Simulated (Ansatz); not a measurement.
**ScCo$_{3}$B$_{2}$: do energies and stresses tell the same story?**

All numbers below come from DFT PBEsol, scalar-relativistic, plane waves, PAW (Ansatz 0.2.0).

Plane waves to 420 eV, a k mesh through Γ of 12×12×12 on the computed 6-atom cell and Gaussian smearing (0.10 eV); no spin polarisation.

Relaxed cell: P6/mmm, a = 4.843 Å, b = 4.843 Å, c = 2.932 Å, α = 90.00°, β = 90.00°, γ = 120.00°, 6 atoms in the primitive cell. Whether it is the stable form of this composition wasn't checked.

Energies at zero smearing and pressures from the stress tensor, at volumes with shape and atoms relaxed:
```
V (Å³/atom) E − E(first) (meV/atom) P (GPa)
      9.327                     0.00    17.00
      9.625                   -22.77     7.81
      9.922                   -29.74    -0.04
     10.220                   -23.20    -6.76
     10.518                    -5.13   -12.49
```

**Question.** Check P = −dE/dV between neighbouring volumes, and get the bulk modulus from the pressures alone.

**Answer.** With 1 eV/Å³ = 160.2 GPa:
```tsv
middle V (Å³/atom)	−ΔE/ΔV (GPa)	mean P (GPa)
9.476	12.256	12.404
9.774	3.752	3.884
10.071	-3.521	-3.400
10.369	-9.724	-9.624
```

The two differ by 0.15 GPa at most. The mean of two end pressures misses the average over a step by about ΔV² P″/12, up to 0.12 GPa here; with that taken off 0.03 GPa remains. The stress is the derivative of the free energy, not of the energy at zero smearing, and with free energies 0.01 GPa remains. Around V = 9.922 Å³/atom, the two neighbours give B = −V ΔP/ΔV = 9.922 × 14.57 / 0.595 = 242.8 GPa, against B0 = 242.0 GPa from the Birch–Murnaghan fit of the energies.

A ferromagnetic start lost its moments in a first run, so spin was left out; other magnetic orders weren't tried.

Cost: 6 runs of about 15 core-minutes in all, on Arm Neoverse N1 (shared hosts).